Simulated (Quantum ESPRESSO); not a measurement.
# TaZrHf4In2: one composition in several site orders

A calculation, not a measurement. The program is pw.x of Quantum ESPRESSO 7.5 (plane-wave density functional theory). The cell is made up: eight metal atoms on a hexagonal close-packed lattice, with elements, volume, strain and displacements drawn at random and not relaxed, so it may be unstable or far from any real phase. PseudoDojo standard norm-conserving files set the functional (PBE unless stated); there is no spin polarisation or spin-orbit coupling, the Fermi-Dirac width of 0.25 eV means electrons at about 2900 K, and the masses in the input are unused placeholders. Heavy elements are run without spin-orbit coupling, which real alloys of them have. A spin test at this wide smearing found no moment, but such smearing suppresses magnetism that the real alloy may have.

The runs put one composition on the sites in different orders. Cell, positions, cutoff, mesh and smearing stay as in the input of run 1; sites are counted in its order. Stress in the tables is positive in tension.

Input of run 1:

```
&control calculation='scf', pseudo_dir='./dojo.nc.sr.pbe.v0_5.standard.upf', outdir='./o', disk_io='medium', tprnfor=.true., tstress=.true. /
&system ibrav=0, nat=8, ntyp=4, nbnd=66, ecutwfc=69.97070942, nosym=.true., tot_charge=0,
 occupations='smearing', smearing='fd', degauss=0.0183746611
/
&electrons conv_thr=1.470e-08, electron_maxstep=70, mixing_beta=0.5 /
ATOMIC_SPECIES
Hf 1.0 Hf.upf
In 1.0 In.upf
Ta 1.0 Ta.upf
Zr 1.0 Zr.upf
CELL_PARAMETERS angstrom
-3.1868 0.0 0.0
0.0 5.5197 -5.0547
0.0 -5.5197 -5.0547
ATOMIC_POSITIONS angstrom
Ta 0.0032 -0.0245 0.0048
Zr -0.0121 1.8309 -2.5309
Hf 0.0359 -0.0108 -5.0868
In 0.0354 1.7979 -7.5566
In -1.6076 -0.8822 -2.485
Hf -1.6161 -2.7261 -5.0665
Hf -1.5717 -0.9464 -7.6015
Hf -1.5581 2.7663 -5.0485
K_POINTS automatic
7 3 3 1 1 1
```

```
run  elements on sites 1 to 8  free energy less that of run 1 (eV)  -TS (eV)  pressure (GPa)  stress xx (GPa)  stress yy (GPa)  stress zz (GPa)  stress yz (GPa)  stress xz (GPa)  stress xy (GPa)  iterations
  1   Ta Zr Hf In In Hf Hf Hf                                0.000    -1.723           -0.21             1.24             0.81            -1.43            -0.34             0.14             0.27          18
  2   Hf In In Hf Ta Zr Hf Hf                               -0.147    -1.609           -1.20             2.05             2.82            -1.28             2.06            -0.09             0.07          18
  3   Hf In Ta Hf Zr In Hf Hf                                0.100    -1.667           -0.29             2.32             1.03            -2.47            -0.06            -0.04             0.04          18
  4   In Hf Ta Zr In Hf Hf Hf                                0.201    -1.732           -0.35             1.75             1.73            -2.42             0.43             0.11             0.05          18
  5   Hf In Hf Hf Zr Hf Ta In                                0.082    -1.695           -0.54             1.90             1.42            -1.70            -0.31             0.09            -0.08          17
  6   Ta Hf In In Hf Hf Zr Hf                               -0.337    -1.629           -1.13             2.09             3.14            -1.83            -2.14            -0.09             0.18          18
```

Forces Fx Fy Fz (eV/Å):

| site | run 1 | run 2 | run 3 | run 4 | run 5 | run 6 |
| --- | --- | --- | --- | --- | --- | --- |
| 1 | 0.03 0.44 0.07 | -0.01 -0.31 -0.19 | 0.00 0.18 0.31 | 0.00 0.49 0.22 | -0.04 -0.20 0.79 | 0.03 0.00 -0.38 |
| 2 | 0.01 -0.06 0.25 | 0.04 -0.35 0.22 | 0.04 -0.27 -0.30 | 0.03 0.01 -0.35 | 0.01 0.19 0.15 | 0.07 0.00 0.46 |
| 3 | -0.09 0.14 0.40 | -0.07 0.07 0.38 | -0.07 0.08 -0.29 | -0.05 0.29 0.11 | -0.10 -0.27 -0.46 | -0.08 0.15 0.53 |
| 4 | -0.05 -0.07 -0.37 | -0.05 0.96 -0.31 | -0.08 -0.27 0.13 | -0.10 0.38 0.21 | -0.10 -0.38 -0.28 | -0.07 0.14 -0.59 |
| 5 | 0.04 -0.18 -0.05 | 0.03 -0.68 0.10 | 0.06 0.23 -0.66 | 0.06 -0.40 -0.72 | 0.12 0.11 -0.53 | 0.05 -0.06 0.25 |
| 6 | 0.11 -0.82 0.25 | 0.07 -0.02 0.44 | 0.08 0.23 0.46 | 0.11 0.08 -0.02 | 0.12 0.14 0.04 | 0.07 -0.84 0.15 |
| 7 | 0.01 0.32 -0.32 | 0.02 0.13 -0.01 | -0.01 0.37 0.41 | -0.02 -0.08 0.42 | 0.03 0.28 0.37 | -0.01 0.17 -0.41 |
| 8 | -0.05 0.23 -0.24 | -0.04 0.21 -0.62 | -0.03 -0.56 -0.06 | -0.04 -0.78 0.12 | -0.03 0.13 -0.08 | -0.06 0.44 -0.01 |

The sites are displaced and not relaxed, so the energy differences mix bonding between neighbours with strain and are not ordering energies. A rerun of one cell of this series at a higher cutoff and on a denser mesh moved values by no more than 0.005 eV in energy, 0.10 GPa in stress and 0.011 eV/Å in force, and a second program with other atomic files agreed on that cell to 2 % rms in force and 0.5 GPa in pressure.